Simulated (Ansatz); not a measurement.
## Step by step: Al$_{2}$Pt, relaxation of cell and atoms

The calculation used DFT, r2SCAN, PAW with Ansatz's default frozen-core files, scalar-relativistic in Ansatz 0.2.0.

Command: `ansatz run input.yaml --threads 1 --pin off --max-ram 3072MiB --backend cpu --events-out ev --progress --plain --runs-dir out` The run took 29 s on 1 thread of Arm Neoverse V1, with other jobs on the host.

```yaml
crystal:
  lattice:
    - [0.0, 2.8946769512, 2.8946769512]
    - [2.8946769512, 0.0, 2.8946769512]
    - [2.8946769512, 2.8946769512, 0.0]
  atoms:
    - { symbol: Al, position: [0.25, 0.25, 0.25] }
    - { symbol: Al, position: [0.75, 0.75, 0.75] }
    - { symbol: Pt, position: [0.0, 0.0, 0.0] }
kpoints:
  mp_grid: { grid: [10, 10, 10] }
scf:
  occupations: { method: fermi_dirac, width: 0.05 }
hamiltonian:
  xc: r2scan
  pseudopotentials: { kind: paw }
output:
  forces: true
  stress: true
  efg: { contact_densities: true }
  write_density: true
  write_potential: true
  elf: true
  volumetric_format: npy
relax:
  f_tol: 0.005
  max_steps: 80
  cell: {}
```

No spin–orbit coupling, which matters for the heavy atoms here.

The geometry is COD entry 9009032, unchecked; take it as a test cell. The listed cell was then made from it by scaling, straining or moving an atom.

The cutoff is 500 eV; energies and pressures of the walk include the program's estimate of the Pulay term. The PAW files were made with PBE; their cores are remade for this functional.

Each frame lists the cell vectors (Å), then Cartesian positions (Å); symmetry keeps all forces zero. Free energies count from the first step, -13620.4340 eV.

The walk took 5 evaluations in all; steps that aren't listed are left out.

Step 1: E = 0.0 meV, P = 9.49 GPa

```
cell 0.0000 2.8947 2.8947 2.8947 0.0000 2.8947 2.8947 2.8947 0.0000
Al    1.4473    1.4473    1.4473
Al    4.3420    4.3420    4.3420
Pt    0.0000    0.0000    0.0000
```

Step 2: E = -79.1 meV, P = -1.56 GPa

```
cell 0.0000 2.9632 2.9632 2.9632 0.0000 2.9632 2.9632 2.9632 0.0000
Al    1.4816    1.4816    1.4816
Al    4.4448    4.4448    4.4448
Pt    0.0000    0.0000    0.0000
```

(1) How does the relaxation end?

Results:

(1) It converges, with a = 5.904 Å, b = 5.904 Å, c = 5.904 Å, α = 90.00°, β = 90.00°, γ = 90.00° (conventional cell, space group Fm-3m). The last solve (on a basis chosen afresh for the final cell, so its energy is not quite comparable) gives E = -82.7 meV, P = 0.01 GPa:
```
cell 0.0000 2.9520 2.9520 2.9520 0.0000 2.9520 2.9520 2.9520 0.0000
Al    1.4760    1.4760    1.4760
Al    4.4280    4.4280    4.4280
Pt    0.0000    0.0000    0.0000
```
